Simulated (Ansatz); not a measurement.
# 209Bi nuclear quadrupole resonance in Bi₂Se₃ under strain

Cell: a structure deposited in the COD, relaxed with PBE at fixed cell and then changed (z stretched by 2 %, ions relaxed).

```
Bi Se
1.0
     1.96496    1.13447    9.32552
    -1.96496    1.13447    9.32552
     0.00000   -2.26894    9.32552
Bi Se
2 3
Direct
  0.59764 0.59764 0.59764
  0.40236 0.40236 0.40236
  0.79454 0.79454 0.79454
  0.20546 0.20546 0.20546
  0.00000 0.00000 0.00000
```

Atom numbers follow the list; atoms alike are taken as one site, whose name carries the number of the first.

Level of theory: DFT, PBE, plane waves and PAW, scalar-relativistic, 420 eV cutoff, Γ-centred 14×14×14 k-points, Fermi–Dirac smearing 0.05 eV (Ansatz 0.2.0).

209Bi: I = 9/2, Q = -516.0 mb (year-2017 value). Static lattice, zero field.

Question: Predict the zero-field 209Bi lines of each site.

Answer: For I = 9/2 and η = 0 the lines are |C_Q|/24 times 1, 2, 3 and 4; η shifts the lowest up most.

```tsv
site	atoms	V_zz (10²¹ V/m²)	C_Q (MHz)	η	line frequencies (MHz)
Bi	1, 2	2.79	-34.8	0.00	1.45, 2.90, 4.35, 5.81
```

An axis of threefold or higher order runs through Bi, so V_zz lies along it and η is zero.

The run finds no gap above 0.1 eV (a metal, or nearly one), so the gradients can move by 10 % or more with the k-mesh. Spin–orbit coupling is left out, which shifts gradients on Bi by a few per cent in wide-gap crystals, and can shift them far more where the calculated gap is small or absent, as here. Newer work puts Q(²⁰⁹Bi) near −420 mb, which would lower these couplings by about a fifth. Semilocal functionals make gaps too small and can close them, so the real compound need not be a metal. At this changed cell the PBE pressure is 10 GPa.

The relaxation (4 steps) took 2.8 min of wall time (2.8 min of CPU time) and 1.6 GiB at its peak, on 1 thread of Intel Xeon 6975P-C (Granite Rapids) (x86_64; 16 cores open to the job, memory cap 3.0 GiB, no GPU), a shared host with a load of 0.4 a core.
